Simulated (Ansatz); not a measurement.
ZrGeTe:
```
ZrGeTe
1.0
    3.84519     0.00000     0.00000
    0.00000     3.84519     0.00000
    0.00000     0.00000     8.54722
Ge Te Zr
2 2 2
Direct
  0.00000   0.00000   0.00000
  0.50000   0.50000   0.00000
  0.00000   0.50000   0.62014
  0.50000   0.00000   0.37986
  0.00000   0.50000   0.24820
  0.50000   0.00000   0.75180
```

Relaxed with PBEsol.

### Question
Which orbitals make up the states near the Fermi level in plane-wave PAW PBEsol (Ansatz code)?

### Answer
Within 0.5 eV of the Fermi level: Zr 4d 55 %, Ge 4p 18 %, Te 5p 16 %. Projections are on Löwdin-orthogonalised atomic valence shells; empty p or d shells of many metals are not among them.

### Question
Tabulate the density of states.

### Answer
States/eV per cell of 6 atoms, in 0.25 eV bins, energy from the Fermi level.

```tsv
E (eV)	total	Zr 4d	Te 5p	Ge 4p
-7.85	0.95	0.13	0.01	0.16
-7.60	0.70	0.10	0.01	0.15
-7.35	0.57	0.08	0.01	0.13
-7.10	0.48	0.07	0.01	0.12
-6.85	0.42	0.06	0.01	0.10
-6.60	0.37	0.06	0.01	0.09
-6.35	0.31	0.05	0.01	0.08
-6.10	0.96	0.13	0.43	0.13
-5.85	4.28	0.65	2.79	0.30
-5.60	4.03	0.60	2.60	0.28
-5.35	3.17	0.51	1.73	0.43
-5.10	1.79	0.29	0.89	0.33
-4.85	2.19	0.34	1.12	0.42
-4.60	2.18	0.37	1.11	0.39
-4.35	1.97	0.27	0.93	0.49
-4.10	2.53	0.45	1.14	0.60
-3.85	2.64	0.55	1.22	0.57
-3.60	3.58	0.79	1.81	0.63
-3.35	4.73	1.08	2.52	0.79
-3.10	5.74	1.46	3.04	0.91
-2.85	5.26	1.40	2.45	1.13
-2.60	4.45	1.36	1.69	1.17
-2.35	3.96	1.39	1.23	1.14
-2.10	4.36	1.64	0.96	1.52
-1.85	5.91	2.48	0.95	2.21
-1.60	5.19	2.26	0.91	1.79
-1.35	3.42	1.52	0.74	0.97
-1.10	2.77	1.21	0.74	0.66
-0.85	2.10	0.82	0.63	0.49
-0.60	1.12	0.45	0.26	0.32
-0.35	1.85	0.75	0.46	0.46
-0.10	1.25	0.56	0.26	0.29
0.15	1.71	1.18	0.14	0.16
0.40	1.86	1.20	0.18	0.27
0.65	1.94	1.33	0.18	0.19
0.90	2.96	2.03	0.34	0.25
1.15	3.64	2.52	0.35	0.30
1.40	4.84	3.47	0.39	0.32
1.65	5.93	3.92	0.56	0.56
1.90	6.75	4.37	0.55	0.62
2.15	6.67	4.54	0.54	0.52
2.40	8.74	5.92	0.68	0.72
2.65	3.93	2.21	0.42	0.55
2.90	3.88	1.99	0.61	0.56
3.15	4.39	2.14	0.93	0.61
3.40	3.78	1.88	0.83	0.48
3.65	4.96	2.28	1.01	0.74
3.90	4.17	1.76	0.77	0.74
```

Space group P4/nmm. The workflow started from an entry of the Crystallography Open Database (COD). Its standing as an ambient phase is unchecked. The cell was relaxed with PBEsol under the symmetry of its start; its stability against distortions is not shown here. The run is not spin-polarised. Scalar-relativistic: spin–orbit coupling is off unless named, which matters more the heavier the elements.

Potentials: the later of the program's two PAW sets.
